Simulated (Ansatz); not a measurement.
Total density of states per atom from DFT-LDA in the program Ansatz with PAW potentials, in 0.25 eV bins, energy from the Fermi level:

```
E (eV) | states/eV/atom
    -7.85 | # 0.11
    -7.60 | ## 0.15
    -7.35 | ## 0.24
    -7.10 | ### 0.31
    -6.85 | ##### 0.44
    -6.60 | ### 0.30
    -6.35 | ############# 1.22
    -6.10 | #################### 1.93
    -5.85 | ############## 1.39
    -5.60 | ################# 1.60
    -5.35 | ################## 1.73
    -5.10 | ##################### 2.04
    -4.85 | ############################## 2.90
    -4.60 | ######################## 2.31
    -4.35 | ############# 1.29
    -4.10 | ########### 1.06
    -3.85 | ############# 1.30
    -3.60 | ##### 0.48
    -3.35 | ##### 0.48
    -3.10 | #### 0.37
    -2.85 | ### 0.29
    -2.60 | ### 0.26
    -2.35 | ### 0.28
    -2.10 | #### 0.38
    -1.85 | #### 0.41
    -1.60 | #### 0.42
    -1.35 | ##### 0.44
    -1.10 | ###### 0.59
    -0.85 | ##### 0.47
    -0.60 | #### 0.35
    -0.35 | ### 0.33
    -0.10 | ### 0.32
     0.15 | #### 0.35
     0.40 | #### 0.42
     0.65 | #### 0.39
     0.90 | #### 0.37
     1.15 | #### 0.35
     1.40 | #### 0.38
     1.65 | ##### 0.44
     1.90 | #### 0.42
     2.15 | #### 0.39
     2.40 | #### 0.38
     2.65 | #### 0.41
     2.90 | #### 0.39
     3.15 | #### 0.39
     3.40 | #### 0.41
     3.65 | ##### 0.46
     3.90 | ##### 0.48
     4.15 | ###### 0.58
     4.40 | ######## 0.74
     4.65 | ######## 0.80
     4.90 | ######## 0.80
```

### Question
Pick the material that matches.
A) BiPt, NiAs type
B) SnS2, R3m (Sn on 3a, S on 3a, S on 3a)
C) SnAu, NiAs type
D) CuCl, zinc blende

### Answer
C, SnAu, NiAs type. Within 0.5 eV of the Fermi level: Sn 5p 60 %, Sn 5s 14 %, Au 5d 14 %, Au 6s 6 %, outside the projected shells 5 %. Projections are on Löwdin-orthogonalised atomic valence shells; empty p or d shells of many metals are not among them.

Space group P6_3/mmc (NiAs type). The workflow started from a Materials Project entry (that database holds measured and hypothetical structures alike); the Crystallography Open Database files this formula in space group No. 194, but the cells were not matched. Its standing as an ambient phase is unchecked. Symmetry was held in the LDA relaxation; of distortions, only those at the zone centre were tested. Scalar-relativistic: spin–orbit coupling is off unless named, which matters more the heavier the elements.

Potentials: the later of the program's two PAW sets.
